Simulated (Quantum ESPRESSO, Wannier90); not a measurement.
TaS₂ (CdI2 type), plane waves to Wannier functions

```
begin unit_cell_cart
ang
    3.3828601310    0.0000000000    0.0000000000
   -1.6914300655    2.9296428109    0.0000000000
    0.0000000000    0.0000000000    6.1679800000
end unit_cell_cart
begin atoms_frac
Ta   0.0000000000  0.0000000000  0.0000000000
S   -0.3333333333  0.3333333333 -0.2457200000
S    0.3333333333 -0.3333333333  0.2457200000
end atoms_frac
```

Cell from Materials Project (mp-1690), symmetrised, no further relaxation. COD (Crystallography Open Database) has the formula in 4 space groups, this one among them (matched by group alone). Computed values, not measurements, from PBEsol: Quantum ESPRESSO (norm-conserving PseudoDojo potentials, cutoff 47 Ry, spinors with spin-orbit coupling) on a Γ-centred 6×6×4 mesh, then Wannier90. Density: 12×12×6 mesh, cold smearing 0.01 Ry. The cell is built of weakly bound layers, chains or molecules, whose nearest atoms lie 3.70 Å apart. Database cells relaxed without dispersion often hold them too far apart, which can enlarge gaps and weakens couplings between them; spacing and stacking were not compared with the measured crystal.

A tight-binding model is made by disentanglement and projection with no localisation steps (num_iter = 0), so the 22 orbitals stay atom-like: hydrogen-like Ta: d; S: p, axes along x, y, z; frozen window up to 1.50 eV relative to the Fermi level. It follows pw.x to 8.3 meV rms for states up to 1.0 eV relative to the Fermi level. Matrix elements depend on this choice of orbitals and windows.

The 45 largest hoppings ⟨m,0|H|n,R⟩ between different sites (one of each Hermitian pair; signs follow the real orbitals' lobes; the list may end inside a set of equal values):

| m | n | R | distance of the centres (Å) | t (eV) | Im t (eV) |
|---|---|---|---|---|---|
| Ta1 dyz↑ | S3 py↑ | 0 1 0 | 2.40 | 1.810 | 0.000 |
| Ta1 dyz↓ | S3 py↓ | 0 1 0 | 2.40 | 1.810 | 0.000 |
| S2 py↑ | Ta1 dyz↑ | 0 1 0 | 2.40 | -1.810 | 0.000 |
| S2 py↓ | Ta1 dyz↓ | 0 1 0 | 2.40 | -1.810 | 0.000 |
| Ta1 dxz↑ | S2 px↑ | 1 0 0 | 2.41 | -1.178 | 0.004 |
| Ta1 dxz↓ | S2 px↓ | 1 0 0 | 2.41 | -1.178 | -0.004 |
| S3 px↑ | Ta1 dxz↑ | 1 0 0 | 2.41 | 1.178 | 0.004 |
| S3 px↓ | Ta1 dxz↓ | 1 0 0 | 2.41 | 1.178 | -0.004 |
| S2 px↑ | Ta1 dxz↑ | 0 0 0 | 2.41 | -1.178 | 0.004 |
| S2 px↓ | Ta1 dxz↓ | 0 0 0 | 2.41 | -1.178 | -0.004 |
| S3 px↑ | Ta1 dxz↑ | 0 0 0 | 2.41 | 1.178 | -0.004 |
| S3 px↓ | Ta1 dxz↓ | 0 0 0 | 2.41 | 1.178 | 0.004 |
| Ta1 dx2-y2↑ | S3 pz↑ | 0 1 0 | 2.52 | -1.148 | 0.000 |
| Ta1 dx2-y2↓ | S3 pz↓ | 0 1 0 | 2.52 | -1.148 | 0.000 |
| S2 pz↑ | Ta1 dx2-y2↑ | 0 1 0 | 2.52 | 1.148 | 0.000 |
| S2 pz↓ | Ta1 dx2-y2↓ | 0 1 0 | 2.52 | 1.148 | 0.000 |
| Ta1 dxz↑ | S2 py↑ | 1 0 0 | 2.43 | -1.095 | -0.001 |
| Ta1 dxz↓ | S2 py↓ | 1 0 0 | 2.43 | -1.095 | 0.001 |
| Ta1 dyz↑ | S2 px↑ | 1 0 0 | 2.41 | -1.095 | -0.003 |
| Ta1 dyz↓ | S2 px↓ | 1 0 0 | 2.41 | -1.095 | 0.003 |
| S3 px↑ | Ta1 dyz↑ | 1 0 0 | 2.41 | 1.095 | -0.003 |
| S3 px↓ | Ta1 dyz↓ | 1 0 0 | 2.41 | 1.095 | 0.003 |
| S3 py↑ | Ta1 dxz↑ | 1 0 0 | 2.43 | 1.095 | -0.001 |
| S3 py↓ | Ta1 dxz↓ | 1 0 0 | 2.43 | 1.095 | 0.001 |
| S2 px↑ | Ta1 dyz↑ | 0 0 0 | 2.41 | 1.095 | 0.003 |
| S2 px↓ | Ta1 dyz↓ | 0 0 0 | 2.41 | 1.095 | -0.003 |
| S2 py↑ | Ta1 dxz↑ | 0 0 0 | 2.43 | 1.095 | 0.001 |
| S2 py↓ | Ta1 dxz↓ | 0 0 0 | 2.43 | 1.095 | -0.001 |
| S3 px↑ | Ta1 dyz↑ | 0 0 0 | 2.41 | -1.095 | -0.003 |
| S3 px↓ | Ta1 dyz↓ | 0 0 0 | 2.41 | -1.095 | 0.003 |
| S3 py↑ | Ta1 dxz↑ | 0 0 0 | 2.43 | -1.095 | -0.001 |
| S3 py↓ | Ta1 dxz↓ | 0 0 0 | 2.43 | -1.095 | 0.001 |
| Ta1 dxy↑ | S2 pz↑ | 1 0 0 | 2.52 | -0.994 | -0.008 |
| Ta1 dxy↓ | S2 pz↓ | 1 0 0 | 2.52 | -0.994 | 0.008 |
| S3 pz↑ | Ta1 dxy↑ | 1 0 0 | 2.52 | 0.994 | -0.008 |
| S3 pz↓ | Ta1 dxy↓ | 1 0 0 | 2.52 | 0.994 | 0.008 |
| S2 pz↑ | Ta1 dxy↑ | 0 0 0 | 2.52 | 0.994 | 0.008 |
| S2 pz↓ | Ta1 dxy↓ | 0 0 0 | 2.52 | 0.994 | -0.008 |
| S3 pz↑ | Ta1 dxy↑ | 0 0 0 | 2.52 | -0.994 | -0.008 |
| S3 pz↓ | Ta1 dxy↓ | 0 0 0 | 2.52 | -0.994 | 0.008 |
| Ta1 dxy↑ | S3 px↑ | 0 1 0 | 2.44 | -0.914 | 0.000 |
| Ta1 dxy↓ | S3 px↓ | 0 1 0 | 2.44 | -0.914 | 0.000 |
| S2 px↑ | Ta1 dxy↑ | 0 1 0 | 2.44 | 0.914 | 0.000 |
| S2 px↓ | Ta1 dxy↓ | 0 1 0 | 2.44 | 0.914 | 0.000 |
| Ta1 dyz↑ | S3 pz↑ | 0 1 0 | 2.52 | 0.870 | 0.000 |
